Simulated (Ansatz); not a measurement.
### Question
Name crystals whose computed values (DFT-PBEsol in the program Ansatz with PAW potentials) fall in these windows: Θ_D (K) 210 to 250; highest Γ mode, no LO–TO term (cm⁻¹) 170 to 220.

### Answer


```tsv
crystal	Θ_D (K)	highest Γ mode, no LO–TO term (cm⁻¹)
MgAu, CsCl type	224	206
ScBi, rock salt	225	196
ZnCdSe2, P3m1 (Zn on 1a, Cd on 1c, Se on 1c, Se on 1a)	216	209
Te2Pd, P-3m1 (Te on 2d, Pd on 1a)	222	184
ZnCdSe2, P-4m2 (Zn on 1c, Cd on 1a, Se on 2g)	221	202
```
Others may fit too.

Standing as an ambient phase not checked: MgAu, CsCl type; ScBi, rock salt; ZnCdSe2, P3m1 (Zn on 1a, Cd on 1c, Se on 1c, Se on 1a); Te2Pd, P-3m1 (Te on 2d, Pd on 1a); ZnCdSe2, P-4m2 (Zn on 1c, Cd on 1a, Se on 2g). Perhaps ordered models of mixed-site phases: ScBi, rock salt. All cells were relaxed under the symmetry of their starts (and spin orders); stability against distortions was not tested throughout. Rows with no word on spin ran without spin polarisation. Spin–orbit coupling is left out wherever it is not named.

Potentials: the later of the program's two PAW sets.
